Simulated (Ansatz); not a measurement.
BN (zinc blende)

```yaml
crystal:
  lattice:
    - [0.00000, 1.81236, 1.81236]
    - [1.81236, 0.00000, 1.81236]
    - [1.81236, 1.81236, 0.00000]
  atoms:
    - { symbol: N, position: [0.75000, 0.75000, 0.75000] }
    - { symbol: B, position: [0.00000, 0.00000, 0.00000] }
```

The atoms are displaced by Q × the pattern below (from a DFPT mode at Γ, largest move 1; Q in Å), at fixed cell. It is one choice among 3 degenerate patterns.

```json
[
 {"atom": "N1", "x": "0.000", "y": "0.000", "z": "-0.772"},
 {"atom": "B2", "x": "0.000", "y": "0.000", "z": "1.000"}
]
```

All values below come from PBE (plane waves to 420 eV, PAW, scalar-relativistic; Ansatz, a first-principles code). k mesh 16×16×16 (Γ-centred), Fermi-Dirac smearing 0.05 eV. Energies are smeared free energies. BN was relaxed with its symmetry unable to fall. ΔE is measured from the undisplaced structure.

| Q (Å) | ΔE (meV/cell) |
|---|---|
| -0.180 | 1074 |
| -0.150 | 772 |
| -0.120 | 509 |
| -0.090 | 292 |
| -0.060 | withheld |
| -0.030 | 33 |
| 0.000 | 0 |
| 0.030 | 33 |
| 0.060 | withheld |
| 0.090 | 292 |
| 0.120 | 509 |
| 0.150 | 772 |
| 0.180 | 1074 |

Task: Fit an even polynomial form (powers 2, 4) to the given rows and predict ΔE at Q = -0.060.

Result: Least squares on the 11 given rows: ΔE = (37040)·Q² + (-120200)·Q⁴, in meV/cell with Q in Å; root-mean-square residual 0.4 meV/cell. At -0.060 the fit gives 132 meV/cell; the calculation gives 132 meV/cell, the same to the digits shown. The quadratic term alone would give 133 meV/cell.

(For displaced atoms, the force is minus the slope of the energy, and its curvature is a force constant, which sets phonon frequencies.)
